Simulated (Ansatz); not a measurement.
**Ta3N: random displacements**

Method: DFT PBE, scalar-relativistic, plane waves, PAW (Ansatz). Settings: plane waves to 420 eV, k-mesh 18×18×6 (Γ-centred), Gaussian smearing 0.15 eV. Spin–orbit coupling is left out, which can shift energies with elements as heavy as these. No spin polarisation. Energies are free energies at this smearing, counted from the undisturbed cell; pressure is positive in compression.

Reference structure (relaxed at this level; it needn't be the usual structure):

```xyz
4
Lattice="3.0218 0.0000 0.0000 -1.5109 2.6169 0.0000 0.0000 0.0000 7.5576" Properties=species:S:1:pos:R:3 pbc="T T T"
Ta    0.0000    0.0000    3.7788
Ta    0.0000    1.7446    1.3120
Ta    1.5109    0.8723    6.2456
N     0.0000    0.0000    0.0000
```

The atoms are displaced (Å, in the unstrained cell):

| atom | ux | uy | uz |
| --- | --- | --- | --- |
| Ta1 | 0.023 | 0.012 | 0.005 |
| Ta2 | -0.002 | -0.014 | -0.015 |
| Ta3 | 0.014 | -0.020 | -0.019 |
| N4 | -0.035 | 0.021 | 0.029 |

Strain (Voigt, engineering shear): (-0.0182, -0.0030, -0.0163, 0.0050, -0.0203, -0.0022).

Question: What are the energy change, the stress and the forces?

Answer: ΔE = 29.4 meV/atom; stress (xx, yy, zz, yz, xz, xy; compression positive) (11.45, 9.04, 11.30, 0.12, 0.47, 0.32) GPa.
| atom | Fx (eV/Å) | Fy | Fz |
| --- | --- | --- | --- |
| Ta1 | -0.03 | -0.03 | -0.30 |
| Ta2 | -0.08 | 0.15 | 0.76 |
| Ta3 | -0.50 | 0.39 | 0.26 |
| N4 | 0.61 | -0.51 | -0.72 |

Cost: 1 run of about 0.55 core-minutes, on AMD EPYC 9R45 (Zen 5) (shared hosts).